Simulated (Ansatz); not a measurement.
## Stiffness of Ge from strained cells

```xyz
2
Lattice="0.0000 2.8288 2.8288 2.8288 0.0000 2.8288 2.8288 2.8288 0.0000" Properties=species:S:1:pos:R:3 pbc="T T T"
Ge    2.8288    2.8288    2.8288
Ge    4.2432    4.2432    4.2432
```

Atom numbers follow the list: Ge1, Ge2.

The structure is an experimental refinement, used without relaxation.

These are results of Ansatz 0.2.0, DFT, PBEsol, all-electron LAPW, scalar-relativistic, not measurements.

The runs use a Γ-centred 11×11×11 k mesh, Fermi–Dirac smearing of 0.05 eV, basis error target 0.5 meV/atom, no spin polarisation.

The unstrained cell is at 0.66 GPa. Large strains and very small stresses are left out. Each strain is applied once, with fractional coordinates held (clamped ions), and σ below is the change of stress, positive in tension. One finite strain gives stress–strain coefficients at this pressure with an error of the order of the strain times third-order constants, a few per cent for each per cent of strain. In a metal the k mesh adds noise of tens of per cent to soft shears.

Estimate the stiffness probed by this change, and the stress that it gives: equal xy, yz and zx engineering shear strains of -1 %.

σxy = -0.84 GPa and γxy = 2εxy = -0.0100, so C44 (clamped ions) = σxy/γxy = 84 GPa.

Estimate the stiffness probed by this change, and the stress that it gives: equal xy, yz and zx engineering shear strains of +1 %.

σxy = 0.81 GPa and γxy = 2εxy = 0.0100, so C44 (clamped ions) = σxy/γxy = 81 GPa.
